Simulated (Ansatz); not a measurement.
Given:

Starting cell, CsCdCl3 (cubic perovskite):

```yaml
crystal:
  lattice:
    - [10.22621, 0.00000, 0.00000]
    - [5.11311, 5.11311, 0.00000]
    - [5.11311, 0.00000, 5.11311]
  atoms:
    - { symbol: Cs, position: [0.00000, 0.00000, 0.00000] }
    - { symbol: Cs, position: [0.50000, 0.00000, 0.00000] }
    - { symbol: Cd, position: [0.75000, 0.50000, 0.50000] }
    - { symbol: Cd, position: [0.25000, 0.50000, 0.50000] }
    - { symbol: Cl, position: [0.50000, 0.50000, 0.50000] }
    - { symbol: Cl, position: [0.00000, 0.50000, 0.50000] }
    - { symbol: Cl, position: [0.00000, 0.00000, 0.50000] }
    - { symbol: Cl, position: [0.50000, 0.00000, 0.50000] }
    - { symbol: Cl, position: [0.00000, 0.50000, 0.00000] }
    - { symbol: Cl, position: [0.50000, 0.50000, 0.00000] }
```

The atoms are displaced by Q × the pattern below (from a DFPT mode at R = (0.5, 0.5, 0.5), largest move 1; Q in Å), at fixed cell. (q is in reciprocal vectors of the primitive cell; the cell shown is doubled to hold the pattern.)

| atom | x | y | z |
|---|---|---|---|
| Cl5 | -1.000 | 0.000 | 0.000 |
| Cl6 | 1.000 | 0.000 | 0.000 |
| Cl7 | 0.000 | -1.000 | 0.000 |
| Cl8 | 0.000 | 1.000 | 0.000 |
| Cl9 | 0.000 | 0.000 | -1.000 |
| Cl10 | 0.000 | 0.000 | 1.000 |

Atoms not listed stay in place.

Calculation: LDA (plane waves to 420 eV, PAW, scalar-relativistic; Ansatz, a first-principles code). k mesh 7×7×7 (Γ-centred), Fermi-Dirac smearing 0.05 eV. Energies are smeared free energies. CsCdCl3 was relaxed with its symmetry unable to fall. ΔE is measured from the undisplaced structure.

The scan covers Q from -0.180 to 0.180 Å in 13 points.

Task: Is this a single well or a double well?

Result: A single well with its minimum at or next to zero displacement.

Task: Which space group does the distorted structure have?

Result: Fm-3m (No. 225), lowered from Pm-3m.

Task: What is the energy change at Q = 0.180 Å?

Result: 1256 meV/cell.

Task: What harmonic wavenumber does the curvature at Q = 0 give?

Result: 309 cm⁻¹.

(A displaced cell: forces are minus the slopes of the energy, force constants its curvatures, and phonons follow from these.)
